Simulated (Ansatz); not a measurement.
TaCuN$_{2}$:
Space group R-3m, hexagonal axes (No. 166); a = 3.1403 Å, b = 3.1403 Å, c = 17.4223 Å, α = 90.00°, β = 90.00°, γ = 120.00°

```
atom  site  symmetry       x       y       z
----  ----  --------  ------  ------  ------
Ta      3b       -3m  0.0000  0.0000  0.5000
Cu      3a       -3m  0.0000  0.0000  0.0000
N       6c        3m  0.0000  0.0000  0.1068
```
(The calculation used a cell of 4 atoms; values per cell refer to that cell.)

This is the HSE06-relaxed structure.

### Question
All from HSE06 in the plane-wave PAW code Ansatz, unless another level is named. Give the band gap.

### Answer
1.62 eV (indirect).

### Question
Next, the smallest direct gap on the standard path?

### Answer
1.83 eV.

### Question
Predict the conduction-band minimum.

### Answer
at L (3 equivalent valleys).

### Question
Give the valence-band maximum.

### Answer
at T.

The workflow started from a Materials Project entry (that database holds measured and hypothetical structures alike); the Crystallography Open Database files this formula in space group No. 166, but the cells were not matched. Its standing as an ambient phase is unchecked. The HSE06 relaxation kept the symmetry of its start; whether a distortion lowers the energy is not shown. The run is not spin-polarised. The hybrid was solved on a coarse mesh, the path and, where they were found, the r²SCAN edge points; its band edges are the extreme levels among these. Spin–orbit coupling is left out wherever it is not named.

Potentials: the later of the program's two PAW sets.
